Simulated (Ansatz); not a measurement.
# Au: two-dimensional strain map

Level of theory: Ansatz 0.2.0, DFT r2SCAN, scalar-relativistic, plane waves, PAW. The runs took a 500 eV cutoff, a Γ-centred 24×24×24 mesh and Gaussian smearing (0.15 eV). Spin–orbit coupling is left out, which can shift energies with elements as heavy as these. No spin polarisation. Energies are free energies at this smearing, counted from the undisturbed cell; pressure is positive in compression.

The undisturbed cell (as given, not relaxed at this level; it stands at -4.7 GPa; this bcc form isn't the usual structure):

```xyz
1
Lattice="-1.6573 1.6573 1.6573 1.6573 -1.6573 1.6573 1.6573 1.6573 -1.6573" Properties=species:S:1:pos:R:3 pbc="T T T"
Au    0.0000    0.0000    0.0000
```

The cell is strained by p along both x and y and by q along z, fractional coordinates fixed. Points are written (p, q).

Energy above the undisturbed cell in meV/atom (a dash: not computed):

| p \ q | -0.080 | -0.040 | 0.000 | 0.040 | 0.080 |
| --- | --- | --- | --- | --- | --- |
| -0.080 | 504.3 | 304.1 | 162.8 | 68.2 | 11.7 |
| -0.040 | 159.5 | ? | 10.2 | -10.3 | -5.9 |
| 0.000 | 10.3 | -9.2 | 0.0 | ? | 77.7 |
| 0.040 | ? | 26.9 | 80.8 | 146.8 | 222.3 |
| 0.080 | 58.1 | 132.2 | 217.1 | 308.4 | ? |

(1) Fill in the withheld energies.

## Answers

(1) (-0.040, -0.040): 63.3; (0.000, 0.040): 30.9; (0.040, -0.080): -7.7; (0.080, 0.080): 403.2.

Cost: 25 runs of about 4 core-minutes in all, on AMD EPYC 9R45 (Zen 5) (shared hosts).